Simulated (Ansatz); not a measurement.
Ansatz input

```yaml
crystal:
  lattice:
    - [-1.7529332526, 1.7529332526, 1.7529332526]
    - [1.7529332526, -1.7529332526, 1.7529332526]
    - [1.7529332526, 1.7529332526, -1.7529332526]
  atoms:
    - { symbol: Ge, position: [0.0, 0.0, 0.0] }
hamiltonian:
  xc: blyp
  pseudopotentials:
    kind: paw
    azcp:
      Ge: "pseudopotentials/Ge.paw.azcp"
basis:
  ecutwfc: 420
  fft_grid_basis: typed
kpoints:
  mp_grid: { grid: [21, 21, 21], shift: [0, 0, 0] }
magnetization:
  spin_polarized: false
scf:
  occupations: { method: fermi_dirac, width: 0.1 }
output:
  write_density: true
  write_potential: true
  elf: true
  volumetric_format: npy
```

Terminal output

```
Engine: ansatz 0.2.0, aarch64-unknown-linux-gnu
Pseudopotentials: kind: paw
Pseudopotential: Ge, paw, valence charge 14, recommended cutoff 420 eV (normal) 
Functional definition: BLYP
  parameter beta = 0.0042
  parameter a = 0.04918
  parameter b = 0.132
  parameter c = 0.2533
  parameter d = 0.349
  exchange = b88_x(beta = beta)
  correlation = lyp_c(a = a, b = b, c = c, d = d)
Crystal: 1 atoms, lattice volume = 21.545 Å³
Basis set: ecut = 420 eV, 429 PW (Γ), exchange–correlation on 48×48×48 points (8 copies of the dense FFT grid, shifted against one another)
Bands: 11, of which v1, the nominal top of the filled ones, is band 7 counted from 1 (6 counted from 0)
Symmetry: 48 space group operations
Space group: Im-3m (ITA 229), of the structure as read, at distance tolerance 2.8e-5 Å
k-points: 286 of 9261
Non-local potential: Ge, projectors of the file, l = 0: 2, l = 1: 2, l = 2: 3, l = 3: 1
PAW form: soft (Blöchl's): semilocal exchange-correlation on the pseudo side does not see the compensation charge
PAW frozen core: Ge, regenerated for the run's functional, and the local potential with it (the file was generated under x = pbe(κ = 0.804, μ = 0.2195149727645171), c = pbe(β = 0.06672455060314922))
PAW one-centre angular grid: Ge, 590 points (default); XC on 64 Gauss nodes
Initial density: superposition of atomic densities (neutral atoms: chi_scale 0, normalization atom), corrected by the library's trained network
Initial wavefunctions: pseudopotential atomic-orbital guess
Functional: x = b88, c = lyp
SCF iter   1: F=—  HF=-4304.710761 eV  |F-HF|=—  |Δ(HF+E_count)|=         —  Δρ=7.96e-3  dr2=1.20e-2  ethr=1.77e-3  ⟨swp⟩=5.2  Hψ=17896  notcnv=0
SCF iter   2: F=—  HF=-4304.708536 eV  |F-HF|=—  |Δ(HF+E_count)|=   2.22e-3  Δρ=5.07e-3  dr2=5.30e-3  ethr=8.59e-5  ⟨swp⟩=1.0  Hψ=5434  notcnv=0
SCF iter   3: F=—  HF=-4304.707419 eV  |F-HF|=—  |Δ(HF+E_count)|=   1.12e-3  Δρ=1.13e-3  dr2=2.02e-4  ethr=3.78e-5  ⟨swp⟩=2.2  Hψ=5158  notcnv=0
SCF iter   4: F=—  HF=-4304.707319 eV  |F-HF|=—  |Δ(HF+E_count)|=   1.00e-4  Δρ=3.26e-4  dr2=2.54e-5  ethr=1.45e-6  ⟨swp⟩=2.0  Hψ=4996  notcnv=0
SCF iter   5: F=—  HF=-4304.707327 eV  |F-HF|=—  |Δ(HF+E_count)|=   8.48e-6  Δρ=1.23e-4  dr2=2.74e-6  ethr=1.81e-7  ⟨swp⟩=2.0  Hψ=4728  notcnv=0
SCF iter   6: F=-4304.707325 eV  HF=-4304.707325 eV  |F-HF|=4.48e-8  |Δ(HF+E_count)|=   2.47e-6  Δρ=2.33e-5  dr2=8.35e-8  ethr=7.14e-10  ⟨swp⟩=1.3  Hψ=9956  notcnv=0
the search or the solves at the SCF's close seem to have found levels that the self-consistency loop had missed (the run counts 1). By its estimate they hold under 1e-12 electrons; where the run keeps them, the occupations were computed again with them
SCF 1 converged in 6 iterations: F = -4304.707325 eV  dr2 = 8.35e-8
SCF converged after 6 iterations
Free energy (F): -4304.707325 eV
Harris-Foulkes:  -4304.707325 eV  (|F-HF|=4.48e-8)
Internal energy: -4304.689671 eV  (E = F + TS)
E sigma→0 (E₀):  -4304.698498 eV
Entropy (-TS):   -0.017654 eV (-17.654 meV/atom)
Fermi energy:    9.654265 eV
--- Per-component energies (eV) ---
  E_band       = -132.759558
  E_kinetic    = 109.663295
  E_local      = -2230.808745  (includes V_loc(G=0)·N_el)
  E_nonlocal   = 409.753086
  E_hartree    = 972.176240
  E_xc         = -73.921479
  E_vxc        = -61.946495  (∫ρ·V_xc dr)
  E_paw        = -2026.815517  (= ΣΔE_a)
  E_vpaw       = -303.784930  (= ΣTr[D̂ρ^β])
  E_aug_tail   = 0.000288  (compensation charges beyond the density's cutoff)
  E_ewald      = -1464.847506
  E_core_change = 0.110668  (= ΣΔE_core)
  E_smearing   = -0.017654  (= −TS)
  E_closure    = 0.000000  (closes the sum)
  Σ components = -4304.707325   (vs F -4304.707325, Δ=0.00e0)
--- Band table (eV; the first three rows and the last of 286) ---
  k-point 0: bands = ["-15.1488", "-15.1488", "-15.1488", "-15.0902", "-15.0902", "-2.4804", "17.2339", "17.2339", "17.2339", "23.6089", "23.6089"]
  k-point 1: bands = ["-15.1492", "-15.1482", "-15.1468", "-15.0906", "-15.0902", "-2.4273", "16.8349", "17.0626", "17.1959", "23.2716", "23.3898"]
  k-point 2: bands = ["-15.1505", "-15.1463", "-15.1408", "-15.0920", "-15.0904", "-2.2681", "15.8112", "16.6232", "17.0845", "22.5920", "22.6227"]
  k-point 285: bands = ["-15.1549", "-15.1545", "-15.0651", "-15.0651", "-15.0649", "5.7541", "9.2576", "9.3062", "9.3062", "14.5600", "14.7336"]
```
